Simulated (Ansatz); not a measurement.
Input:

Ti3O:
```
Ti3O
1.0
    5.09990     0.00000     0.00000
   -2.54995     4.41664     0.00000
    0.00000     0.00000     9.37025
Ti O
12 4
Direct
  0.67209   0.00597   0.38159
  0.32791   0.99403   0.61841
  0.99403   0.66612   0.38159
  0.00597   0.33388   0.61841
  0.33388   0.32791   0.38159
  0.66612   0.67209   0.61841
  0.99403   0.32791   0.11841
  0.00597   0.67209   0.88159
  0.33388   0.00597   0.11841
  0.66612   0.99403   0.88159
  0.67209   0.66612   0.11841
  0.32791   0.33388   0.88159
  0.33333   0.66667   0.75000
  0.66667   0.33333   0.25000
  0.00000   0.00000   0.75000
  0.00000   0.00000   0.25000
```

This is the PBEsol-relaxed structure.

**Question.** All from PBEsol (plane waves, PAW; program Ansatz), unless another level is named. Give the electronic character.

**Answer.** metallic (no gap).

**Question.** Give the formation energy from the elements (no fitted shifts).

**Answer.** -1.46 eV/atom.

**Question.** Predict the density of states at the Fermi level.

**Answer.** 0.57 states/eV per atom (mean over ±0.08 eV).

Space group P-31c. The first step of the workflow began from a Materials Project structure, measured or hypothetical; the Crystallography Open Database files this formula in space group No. 163, but the cells were not matched. Whether it is the stable phase at ambient conditions was not checked. The PBEsol relaxation kept the symmetry of its start; its stability against distortions is not shown here. The run is not spin-polarised. Without spin polarisation and U, an open-shell compound can come out a false metal. The references are the lowest solids computed at this level, not always the standard phases (solids in place of the gases).

Potentials: the later of the program's two PAW sets.
